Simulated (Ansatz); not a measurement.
## MoS2 with Se replacing S: gradients before and after relaxing the atoms

Start: a supercell of MoS2 (space group P6_3/mmc) built from a structure deposited in the COD, with all atoms left at the host's positions.

```
Mo Se S
1.0
     9.50700    0.00000    0.00000
    -4.75350    8.23330    0.00000
     0.00000    0.00000   12.32400
Mo Se S
18 1 35
Direct
  0.11111 0.22222 0.25000
  0.11111 0.55556 0.25000
  0.11111 0.88889 0.25000
  0.44444 0.22222 0.25000
  0.44444 0.55556 0.25000
  0.44444 0.88889 0.25000
  0.77778 0.22222 0.25000
  0.77778 0.55556 0.25000
  0.77778 0.88889 0.25000
  0.22222 0.11111 0.75000
  0.22222 0.44444 0.75000
  0.22222 0.77778 0.75000
  0.55556 0.11111 0.75000
  0.55556 0.44444 0.75000
  0.55556 0.77778 0.75000
  0.88889 0.11111 0.75000
  0.88889 0.44444 0.75000
  0.88889 0.77778 0.75000
  0.11111 0.22222 0.62300
  0.11111 0.55556 0.62300
  0.11111 0.88889 0.62300
  0.44444 0.22222 0.62300
  0.44444 0.55556 0.62300
  0.44444 0.88889 0.62300
  0.77778 0.22222 0.62300
  0.77778 0.55556 0.62300
  0.77778 0.88889 0.62300
  0.22222 0.11111 0.12300
  0.22222 0.44444 0.12300
  0.22222 0.77778 0.12300
  0.55556 0.11111 0.12300
  0.55556 0.44444 0.12300
  0.55556 0.77778 0.12300
  0.88889 0.11111 0.12300
  0.88889 0.44444 0.12300
  0.88889 0.77778 0.12300
  0.11111 0.22222 0.87700
  0.11111 0.55556 0.87700
  0.11111 0.88889 0.87700
  0.44444 0.22222 0.87700
  0.44444 0.55556 0.87700
  0.44444 0.88889 0.87700
  0.77778 0.22222 0.87700
  0.77778 0.55556 0.87700
  0.77778 0.88889 0.87700
  0.22222 0.11111 0.37700
  0.22222 0.44444 0.37700
  0.22222 0.77778 0.37700
  0.55556 0.11111 0.37700
  0.55556 0.44444 0.37700
  0.55556 0.77778 0.37700
  0.88889 0.11111 0.37700
  0.88889 0.44444 0.37700
  0.88889 0.77778 0.37700
```

Atoms are numbered from 1 in the order listed; like atoms form one site, named after its first atom.

Method: Kohn–Sham DFT in Ansatz, PBE, plane waves and PAW, scalar-relativistic, 420 eV cutoff, Γ-centred 3×3×2 k-points, Fermi–Dirac smearing 0.01 eV.

The largest force at the start is 2.9 eV/Å. Relaxing the ions at fixed cell moves them by 0.150 Å at most (atom 19, Se) and 0.024 Å rms.

```
site  atom  moved (Å)             first shell before              first shell after  V_zz before (10²¹ V/m²)  η before
 Mo1     1      0.004                  6 S at 2.41 Å                  6 S at 2.41 Å                    -7.53      0.00
 Mo2     2      0.006                  6 S at 2.41 Å             6 S at 2.40–2.41 Å                    -7.53      0.00
 Mo6     6      0.005                  6 S at 2.41 Å                  6 S at 2.41 Å                    -7.55      0.00
Mo10    10      0.020  5 S at 2.41 Å, 1 Se at 2.41 Å  5 S at 2.40 Å, 1 Se at 2.53 Å                    -8.01      0.03
Mo12    12      0.018                  6 S at 2.41 Å             6 S at 2.40–2.41 Å                    -7.53      0.02
Mo14    14      0.013                  6 S at 2.41 Å             6 S at 2.40–2.41 Å                    -7.47      0.01
  Se    19      0.150                 3 Mo at 2.41 Å                 3 Mo at 2.53 Å                   -13.11      0.00
 S37    37      0.024                 3 Mo at 2.41 Å                 3 Mo at 2.40 Å                    -5.06      0.00
 S38    38      0.011                 3 Mo at 2.41 Å            3 Mo at 2.40–2.41 Å                    -5.18      0.05
 S42    42      0.015                 3 Mo at 2.41 Å                 3 Mo at 2.41 Å                    -5.30      0.00
```

Question: How do the gradients change?

Answer: 

| site | atom | V_zz after | η after | change of V_zz |
| --- | --- | --- | --- | --- |
| Mo1 | 1 | -7.63 | 0.00 | -0.10 |
| Mo2 | 2 | -7.62 | 0.00 | -0.09 |
| Mo6 | 6 | -7.65 | 0.00 | -0.10 |
| Mo10 | 10 | -7.33 | 0.05 | +0.68 |
| Mo12 | 12 | -7.61 | 0.06 | -0.08 |
| Mo14 | 14 | -7.53 | 0.05 | -0.06 |
| Se | 19 | -8.13 | 0.00 | +4.98 |
| S37 | 37 | -5.50 | 0.00 | -0.44 |
| S38 | 38 | -5.19 | 0.06 | -0.01 |
| S42 | 42 | -5.26 | 0.00 | +0.04 |

The largest change of V_zz is on Se, from -13.11 to -8.13. In per cent, |V_zz| changes by -8 to +1 on Mo, -38 on Se, -1 to +9 on S (all sites that start above 0.5). The table leaves out 11 of the 21 sites, with |V_zz| up to 7.65; their tensors move by 0.10 at most along any direction. The statements above cover all sites. The host's own positions weren't relaxed first, so part of the change far from the defect can be the host's relaxation.

The defect repeats with the cell of 54 atoms, so it feels its images: sites between two images don't show the values beside a lone defect, and zeros or small values of η there can come from the images' arrangement. Mo and S carry a gradient in the pure host already, so the values there aren't the defect's effect alone. Without spin–orbit coupling (the program notes it for Mo) the gradients can shift somewhat, as the gap is small.
Before: The neighbours have not yet relaxed around the defect (largest force 2.9 eV/Å), so a real crystal will differ.
After: The relaxation keeps the site symmetry 3m of the start, so the impurity can move only along its axis; a start off the site could end lower.
